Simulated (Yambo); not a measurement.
Material: RbOH (space group Cmc2_1, No. 36); a = b = 5.7736 Å, c = 4.2027 Å, α = β = 90.00°, γ = 138.22° (6 atoms in the cell). The geometry is that of Materials Project entry mp-626620, symmetrised and not relaxed again.

With PBEsol (pw.x of Quantum ESPRESSO, ONCV potentials, with spin-orbit coupling), the gap between the mesh's edge points (Γ → Γ) is 3.580 eV.

**Question.** Estimate the G0W0 gap between the same points from Yambo (4×4×2 Γ-centred k mesh, 200 bands and a 6 Ry block in the screening, 200 bands in G with the Bruneval-Gonze terminator, plasmon pole fitted at 27.2 eV).

**Answer.** The correction is 2.300 eV, giving 5.880 eV, 1.6 times the PBEsol value.  Convergence of the G0W0 settings was not tested. 

The structure is a Materials Project entry; no match was found in the copy of COD used, and its stability was not checked.
